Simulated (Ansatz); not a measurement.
Rb2NaPdF6:
```xyz
10
Lattice="-3.0056 3.0056 4.4482 3.0056 -3.0056 4.4482 3.0056 3.0056 -4.4482" Properties=species:S:1:pos:R:3 pbc="T T T"
Rb     0.0000     3.0056     2.2241
Rb     3.0056     0.0000     2.2241
Na     0.0000     0.0000     4.4482
Pd     0.0000     0.0000     0.0000
F      1.3800     1.3800     0.0000
F      1.6256     1.6256     4.4482
F      1.6256    -1.6256     4.4482
F     -1.6256     1.6256     4.4482
F      0.0000     0.0000     2.1813
F      0.0000     0.0000     6.7151
```
The run is spin-polarised; directions of the spins, atom by atom: 0 0 0 ↑ 0 0 0 0 0 0.

Relaxed with HSE06.

**Question.** Give the Bader charges and basin volumes of the independent atoms, DFT-HSE06 in the program Ansatz with PAW potentials.

**Answer.** 

| atom | Bader charge (e) | Bader volume (Å³) |
|---|---|---|
| Rb1 | +0.92 | 24.8 |
| Na3 | +0.91 | 8.0 |
| Pd4 | +1.65 | 11.7 |
| F5 | -0.71 | 15.0 |
| F9 | -0.79 | 15.8 |

Space group I4/mmm. The first step of the workflow began from a Materials Project structure, measured or hypothetical; the Crystallography Open Database copy checked does not list it. Its standing as an ambient phase is unchecked. The cell was relaxed with HSE06 under the symmetry of its start; whether a distortion lowers the energy is not shown. Spin order of the final state: ferromagnetic, chosen from 4 collinear starts compared on coarse meshes with r²SCAN (ties went to the first, and starts can fall back to one state), not a proven ground state. Other orbital occupations within this spin state were not tried.

Potentials: the later of the program's two PAW sets.
